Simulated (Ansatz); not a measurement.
A relaxation computed with Ansatz, from input to last step.

```yaml
crystal:
  lattice:
    - [0.0, 3.5099268452, 3.5099268452]
    - [3.5099268452, 0.0, 3.5099268452]
    - [3.5099268452, 3.5099268452, 0.0]
  atoms:
    - { symbol: Ca, position: [0.0, 0.0, 0.0] }
    - { symbol: Au, position: [0.75, 0.75, 0.75] }
    - { symbol: Au, position: [0.3752026978, 0.8743919066, 0.3752026978] }
    - { symbol: Au, position: [0.3752026978, 0.3752026978, 0.8743919066] }
    - { symbol: Au, position: [0.3752026978, 0.3752026978, 0.3752026978] }
    - { symbol: Au, position: [0.8743919066, 0.3752026978, 0.3752026978] }
basis:
  ecutwfc: 500
kpoints:
  mp_grid: { grid: [10, 10, 10] }
hamiltonian:
  xc: r2scan
scf:
  occupations: { method: gaussian, width: 0.1 }
output:
  forces: true
  stress: true
  eigenvalues: true
relax:
  adjacent_minimum: "off"
  f_tol: 0.008
  max_steps: 50
  cell: { stress_tol: 0.08, p_target: 90.0 }
```

```bash
ansatz run input.yaml --threads 1 --pin off --max-ram 2560MiB --backend cpu --events-out ev --progress --plain --runs-dir out
```

Theory: DFT r2SCAN, scalar-relativistic, plane waves, PAW (Ansatz 0.2.0).

Of 5 frames 5 are shown, positions in Å and forces in eV/Å; the SCF threshold varies from step to step. Steps run on the plane waves of an earlier cell, with a Pulay correction in the pressure. The basis is chosen afresh for the last frame, the zero of the energies, and at times for earlier ones too; energy and pressure can step there, also at an unchanged geometry. Where two frames share a geometry here, they differ by under 2 meV/atom and 0.3 GPa. The relaxation lowers the enthalpy F + PV at the target pressure, so the free energy itself can rise. The mark taken_back stands on steps that the optimiser undid.

```xyz
6
Lattice="0.0000 3.5099 3.5099 3.5099 0.0000 3.5099 3.5099 3.5099 0.0000" Properties=species:S:1:pos:R:3:forces:R:3 pbc="T T T" step=1 free_energy_over_end_meV_per_atom=-107.07 pressure_GPa=83.11
Ca    0.0000    0.0000    0.0000    0.0000    0.0000    0.0000
Au    5.2649    5.2649    5.2649    0.0000    0.0000    0.0000
Au    4.3860    2.6339    4.3860    0.0403   -0.0403    0.0403
Au    4.3860    4.3860    2.6339    0.0403    0.0403   -0.0403
Au    2.6339    2.6339    2.6339   -0.0403   -0.0403   -0.0403
Au    2.6339    4.3860    4.3860   -0.0403    0.0403    0.0403
6
Lattice="0.0000 3.4522 3.4522 3.4522 0.0000 3.4522 3.4522 3.4522 0.0000" Properties=species:S:1:pos:R:3:forces:R:3 pbc="T T T" step=2 free_energy_over_end_meV_per_atom=310.81 pressure_GPa=109.71 taken_back
Ca    0.0000    0.0000    0.0000    0.0000    0.0000    0.0000
Au    5.1784    5.1784    5.1784    0.0000    0.0000    0.0000
Au    4.3149    2.5896    4.3149   -0.0708    0.0708   -0.0708
Au    4.3149    4.3149    2.5896   -0.0708   -0.0708    0.0708
Au    2.5896    2.5896    2.5896    0.0708    0.0708    0.0708
Au    2.5896    4.3149    4.3149    0.0708   -0.0708   -0.0708
6
Lattice="0.0000 3.4946 3.4946 3.4946 0.0000 3.4946 3.4946 3.4946 0.0000" Properties=species:S:1:pos:R:3:forces:R:3 pbc="T T T" step=3 free_energy_over_end_meV_per_atom=-6.01 pressure_GPa=89.63
Ca    0.0000    0.0000    0.0000    0.0000    0.0000    0.0000
Au    5.2419    5.2419    5.2419    0.0000    0.0000    0.0000
Au    4.3672    2.6221    4.3672    0.0078   -0.0078    0.0078
Au    4.3672    4.3672    2.6221    0.0078    0.0078   -0.0078
Au    2.6221    2.6221    2.6221   -0.0078   -0.0078   -0.0078
Au    2.6221    4.3672    4.3672   -0.0078    0.0078    0.0078
6
Lattice="0.0000 3.4938 3.4938 3.4938 0.0000 3.4938 3.4938 3.4938 0.0000" Properties=species:S:1:pos:R:3:forces:R:3 pbc="T T T" step=4 free_energy_over_end_meV_per_atom=-0.12 pressure_GPa=90.01
Ca    0.0000    0.0000    0.0000    0.0000    0.0000    0.0000
Au    5.2406    5.2406    5.2406    0.0000    0.0000    0.0000
Au    4.3661    2.6214    4.3661    0.0024   -0.0024    0.0024
Au    4.3661    4.3661    2.6214    0.0024    0.0024   -0.0024
Au    2.6214    2.6214    2.6214   -0.0024   -0.0024   -0.0024
Au    2.6214    4.3661    4.3661   -0.0024    0.0024    0.0024
6
Lattice="0.0000 3.4938 3.4938 3.4938 0.0000 3.4938 3.4938 3.4938 0.0000" Properties=species:S:1:pos:R:3:forces:R:3 pbc="T T T" step=5 free_energy_over_end_meV_per_atom=0.00 pressure_GPa=90.00
Ca    0.0000    0.0000    0.0000    0.0000    0.0000    0.0000
Au    5.2406    5.2406    5.2406    0.0000    0.0000    0.0000
Au    4.3661    2.6214    4.3661    0.0024   -0.0024    0.0024
Au    4.3661    4.3661    2.6214    0.0024    0.0024   -0.0024
Au    2.6214    2.6214    2.6214   -0.0024   -0.0024   -0.0024
Au    2.6214    4.3661    4.3661   -0.0024    0.0024    0.0024
```

It took 2.6 min on 1 thread of Intel(R) Xeon(R) Platinum 8488C (Sapphire Rapids), on a shared host, peak memory 0.77 GiB.

Spin–orbit coupling is left out, which can shift energies with elements as heavy as these.